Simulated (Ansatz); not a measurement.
ZrO$_{2}$:
```
CELL_PARAMETERS angstrom
      3.62098     0.00000     0.00000
      0.00000     3.62098     0.00000
      0.00000     0.00000     5.28284
ATOMIC_POSITIONS crystal
  Zr 0.00000 0.00000 0.00000
  Zr 0.50000 0.50000 0.50000
  O  0.00000 0.50000 0.30717
  O  0.00000 0.50000 0.80717
  O  0.50000 0.00000 0.19283
  O  0.50000 0.00000 0.69283
```

PBE (plane waves, PAW; program Ansatz) gives a gap of 4.03 eV without spin–orbit coupling, maximum on the M–Γ line, 54 % of the way from M, minimum at Γ.

### Question
What happens when spin–orbit coupling is switched on?

### Answer
The gap grows by 0.01 eV, to 4.04 eV; maximum on the M–Γ line, 54 % of the way from M, minimum at Γ.

### Question
Give the electron effective mass with spin–orbit coupling.

### Answer
0.61, 0.61, 2.3 mₑ (principal values).

### Question
Give the hole effective mass with spin–orbit coupling.

### Answer
0.73, 2.1, 7.6 mₑ (principal values).

Space group P4_2/nmc. This is a known high-temperature phase of the composition, computed here at zero pressure and temperature. The PBE relaxation kept the symmetry of its start; its stability against distortions is not shown here. The run is not spin-polarised.

Potentials: the later of the program's two PAW sets.
